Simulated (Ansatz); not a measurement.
A 4-atom cell of PbO started from a crystallographic database at its r2SCAN+rVV10 geometry, run in the plane-wave code Ansatz at 4 levels of theory. No spin polarisation and no zero-point or thermal motion.

The LDA input:
```yaml
crystal:
  lattice:
    - [3.9804038208, 0.0, 0.0]
    - [0.0, 3.9804038208, 0.0]
    - [0.0, 0.0, 5.0009105968]
  atoms:
    - { symbol: Pb, position: [0.0, 0.5, 0.236632696] }
    - { symbol: Pb, position: [0.5, 0.0, 0.763367304] }
    - { symbol: O, position: [0.0, 0.0, 0.0] }
    - { symbol: O, position: [0.5, 0.5, 0.0] }
kpoints:
  mp_grid: { grid: [6, 6, 6] }
  band_path:
    path:
      - [0.0, 0.0, 0.0]
      - [0.0, 0.5, 0.0]
      - [0.5, 0.5, 0.0]
      - [0.0, 0.0, 0.5]
      - [0.0, 0.5, 0.5]
      - [0.5, 0.5, 0.5]
      - [0.0, 0.1, 0.0]
    npoints: 1
hamiltonian:
  xc: lda
scf:
  occupations: { method: fixed }
  n_extra_bands: 5
output:
  forces: true
  stress: true
  eigenvalues: true
```

Main results, then, where recorded, the levels near the gap in eV from the Fermi energy (columns number the bands from 0), one row a point of the path (Γ, X, M, Z, R, A, Γ–X (0.20)):
```
Crystal: 4 atoms, lattice volume = 79.233 Å³
Symmetry: 16 space group operations
Space group: P4/nmm (ITA 129)
```
```
Basis set: ecut = 420 eV, 1569 PW (Γ)
Bands: 25, of which v1, the nominal top of the filled ones, is band 20 counted from 1 (19 counted from 0)
k-points: 40 of 216
Free energy (F): -24314.557371 eV
Fermi energy:    8.136327 eV
--- Forces (eV/Å), atoms counted from 1 ---
  atom   1  Pb      0.00000      0.00000    -0.25484
  atom   2  Pb      0.00000      0.00000      0.25484
  atom   3  O       0.00000      0.00000      0.00000
  atom   4  O       0.00000      0.00000      0.00000
--- Stress (GPa, compression-positive) ---
       -2.401904       0.000000       0.000000
        0.000000      -2.401904       0.000000
        0.000000       0.000000      -1.860024
  P = ⅓ Tr σ = -2.2213 GPa (-22.213 kbar)
```
```tsv
band_15	band_16	band_17	band_18	band_19	band_20	band_21	band_22
-4.289	-1.666	-1.648	-1.648	0.000	2.356	5.397	5.629
-3.191	-3.007	-3.007	-1.630	-1.630	3.367	3.367	6.523
-3.426	-1.627	-1.627	-1.010	-1.010	1.197	1.197	5.243
-4.122	-1.708	-1.676	-1.676	-0.888	1.845	3.962	3.962
-3.687	-2.971	-2.971	-0.954	-0.954	3.072	3.072	6.284
-3.893	-2.229	-2.229	-1.011	-1.011	3.471	3.471	4.723
-4.227	-1.945	-1.716	-1.626	0.017	2.645	4.762	5.682
```

LDA gives an indirect gap of 1.18 eV, from Γ–X (0.20 of the way from Γ) to M; the least direct gap is 2.21 eV at M.

Q: Another run on the same cell gave
```
Basis set: ecut = 420 eV, 1569 PW (Γ)
Bands: 25, of which v1, the nominal top of the filled ones, is band 20 counted from 1 (19 counted from 0)
k-points: 18 of 64
hybrid outer 1: dexx = +5.898e-3 eV, tail = 7.07e-6 eV
hybrid outer 2: dexx = +8.171e-8 eV, tail = 1.92e-9 eV, Δε = 1.29e-3 eV, ΔF = 1.24e-2 eV/Å
hybrid outer 3: dexx = +1.699e-11 eV, tail = 1.26e-10 eV, Δε = 9.19e-6 eV, ΔF = 9.05e-6 eV/Å
Free energy (F): -24947.410124 eV
Fermi energy:    8.063456 eV
--- Forces (eV/Å), atoms counted from 1 ---
  atom   1  Pb      0.00000      0.00000    -0.03405
  atom   2  Pb      0.00000      0.00000      0.03405
  atom   3  O       0.00000      0.00000      0.00000
  atom   4  O       0.00000      0.00000      0.00000
--- Stress (GPa, compression-positive) ---
        2.124807       0.000000       0.000000
        0.000000       2.124807       0.000000
        0.000000       0.000000       1.935524
  P = ⅓ Tr σ = 2.0617 GPa (20.617 kbar)
```
```tsv
band_15	band_16	band_17	band_18	band_19	band_20	band_21	band_22
-4.741	-2.048	-2.008	-2.008	0.000	3.336	6.536	6.666
-3.589	-3.423	-3.423	-1.839	-1.839	4.356	4.356	7.759
-3.849	-1.764	-1.764	-1.344	-1.344	2.017	2.017	6.276
-4.360	-2.089	-2.033	-2.033	-1.141	2.908	4.957	4.957
-4.069	-3.387	-3.387	-1.149	-1.149	4.010	4.010	7.392
-4.300	-2.397	-2.397	-1.347	-1.347	4.359	4.359	5.810
-4.678	-2.312	-2.080	-1.988	0.003	3.628	5.774	6.723
```
Which level of theory and mesh gave it?

A: It is DDH-PBE0, judged by the exchange loop and the size of the gap (a near hybrid could fit too), on 4×4×4; the blocks that differ from the first input, but for the band path:
```yaml
crystal:
  host: atoms
kpoints:
  mp_grid: { grid: [4, 4, 4] }
hamiltonian:
  xc:
    exchange: pbe
    correlation: pbe
    exx: { coeff: inverse_dielectric }
```
DDH-PBE0 gives an indirect gap of 2.01 eV, from Γ–X (0.20 of the way from Γ) to M; the least direct gap is 3.34 eV at Γ. With the atoms held, the mean pressure is +2.1 GPa (compression positive). (The program warns that its thresholds are loose for a hybrid's stress.)

Q: In the first input these blocks are replaced (the band path and keys that only write files left aside):
```yaml
kpoints:
  mp_grid: { grid: [4, 4, 4] }
hamiltonian:
  xc: pbe0
```
What comes out?

A:
```
Basis set: ecut = 420 eV, 1569 PW (Γ)
Bands: 25, of which v1, the nominal top of the filled ones, is band 20 counted from 1 (19 counted from 0)
k-points: 18 of 64
hybrid outer 1: dexx = +2.519e-2 eV, tail = 5.72e-5 eV
hybrid outer 2: dexx = +1.446e-6 eV, tail = 1.99e-8 eV, Δε = 3.71e-3 eV, ΔF = 3.97e-2 eV/Å
hybrid outer 3: dexx = +4.464e-10 eV, tail = 3.07e-10 eV, Δε = 4.37e-5 eV, ΔF = 1.46e-4 eV/Å
Free energy (F): -24947.703220 eV
Fermi energy:    7.723415 eV
--- Forces (eV/Å), atoms counted from 1 ---
  atom   1  Pb      0.00000      0.00000    -0.26909
  atom   2  Pb      0.00000      0.00000      0.26909
  atom   3  O       0.00000      0.00000      0.00000
  atom   4  O       0.00000      0.00000      0.00000
--- Stress (GPa, compression-positive) ---
        0.465331       0.000000       0.000000
        0.000000       0.465331       0.000000
        0.000000       0.000000       0.725757
  P = ⅓ Tr σ = 0.5521 GPa (5.521 kbar)
```
```tsv
band_15	band_16	band_17	band_18	band_19	band_20	band_21	band_22
-5.039	-2.278	-2.231	-2.231	0.000	3.949	7.187	7.320
-3.848	-3.690	-3.690	-1.959	-1.959	4.961	4.961	8.497
-4.125	-1.839	-1.839	-1.546	-1.546	2.541	2.541	6.889
-4.369	-2.320	-2.254	-2.254	-1.282	3.510	5.566	5.566
-4.321	-3.653	-3.653	-1.256	-1.256	4.598	4.598	8.074
-4.569	-2.497	-2.497	-1.549	-1.549	4.928	4.928	6.477
-4.975	-2.541	-2.305	-2.208	-0.002	4.244	6.400	7.380
```
PBE0 gives an indirect gap of 2.54 eV, from Γ to M; the least direct gap is 3.95 eV at Γ. The mean pressure at these positions is +0.6 GPa, compression counted positive. The stress of a hybrid is loosely converged here.

Q: In the first input these blocks are replaced (the band path and keys that only write files left aside):
```yaml
kpoints:
  mp_grid: { grid: [4, 4, 4] }
hamiltonian:
  xc: r2scan0
```
What comes out?

A:
```
Basis set: ecut = 500 eV, 2035 PW (Γ)
Bands: 25, of which v1, the nominal top of the filled ones, is band 20 counted from 1 (19 counted from 0)
k-points: 18 of 64
hybrid outer 1: dexx = +1.400e-2 eV, tail = 2.31e-5 eV
hybrid outer 2: dexx = +4.258e-7 eV, tail = 6.25e-9 eV, Δε = 2.21e-3 eV, ΔF = 1.53e-2 eV/Å
hybrid outer 3: dexx = +1.174e-10 eV, tail = 1.35e-10 eV, Δε = 1.55e-5 eV, ΔF = 1.65e-4 eV/Å
Free energy (F): -24972.359579 eV
Fermi energy:    7.538959 eV
--- Forces (eV/Å), atoms counted from 1 ---
  atom   1  Pb      0.00000      0.00000    -0.46381
  atom   2  Pb      0.00000      0.00000      0.46381
  atom   3  O       0.00000      0.00000      0.00000
  atom   4  O       0.00000      0.00000      0.00000
--- Stress (GPa, compression-positive) ---
       -1.465039       0.000000       0.000000
        0.000000      -1.465039       0.000000
        0.000000       0.000000      -0.694947
  P = ⅓ Tr σ = -1.2083 GPa (-12.083 kbar)
```
```tsv
band_15	band_16	band_17	band_18	band_19	band_20	band_21	band_22
-5.120	-2.348	-2.299	-2.299	0.000	4.286	7.467	7.619
-3.916	-3.761	-3.761	-1.996	-1.996	5.236	5.236	8.828
-4.200	-1.905	-1.905	-1.610	-1.610	2.796	2.796	7.182
-4.369	-2.388	-2.321	-2.321	-1.316	3.793	5.841	5.841
-4.379	-3.726	-3.726	-1.306	-1.306	4.844	4.844	8.395
-4.629	-2.563	-2.563	-1.612	-1.612	5.189	5.189	6.814
-5.055	-2.606	-2.374	-2.276	-0.007	4.578	6.691	7.681
```
With r2SCAN0 the valence top lies at Γ and the conduction bottom at M, 2.80 eV higher; the smallest vertical gap, at Γ, is 4.29 eV. The mean pressure at these positions is -1.2 GPa, compression counted positive. (The program warns that its thresholds are loose for a hybrid's stress.)

Small level splittings and stresses of the hybrids carry the error of their coarser meshes.

Totals of different functionals can't be compared.

Spin-orbit coupling is left out; in compounds of Pb, Bi, Tl or Hg it can lower a gap by up to about 1 eV, split its edges or invert the bands.

The meshes of the hybrids are coarse, so their gaps aren't converged to the digits shown.
